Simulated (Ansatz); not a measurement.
A generated cell, not matched to a known phase here, of CuSi: P-1 (No. 2), aP10; a = 4.130 Å, b = 5.611 Å, c = 6.547 Å, α = 67.73°, β = 81.97°, γ = 72.07°; Si 1h (0.500, 0.500, 0.500); Si 2i (0.272, 0.506, 0.153); Si 2i (0.432, 0.001, 0.210); Cu 1a (0.000, 0.000, 0.000); Cu 2i (0.853, 0.260, 0.250); Cu 2i (0.063, 0.249, 0.600). Method: PBEsol (plane waves to 420 eV, PAW, scalar-relativistic; Ansatz, a program for electronic structure). Element references, the lowest calculated here: Si (Fd-3m), Cu (Fm-3m).

Problem. What formation energy of this P-1 form of CuSi from the elements does PBEsol give?

Solution. 0.08 eV/atom.

Problem. How does this cell stand against the other phases calculated?

Solution. It lies 0.15 eV/atom above their hull: CuSi → 0.33 Cu3Si + 0.67 Si (Cu3Si P6₃/mmc, Si Fd-3m) releases that much. A lower structure of this composition may exist.

This is the hull of the energies calculated here, no anion corrections; phases that were not calculated are missing from it. Values are rounded to 0.01 eV/atom. Not shown to be the ambient phase of their composition (a lower form may be missing, and a cell relaxed within its start's symmetry can be a saddle point): CuSi (P-1). The compounds carry no spin polarisation.
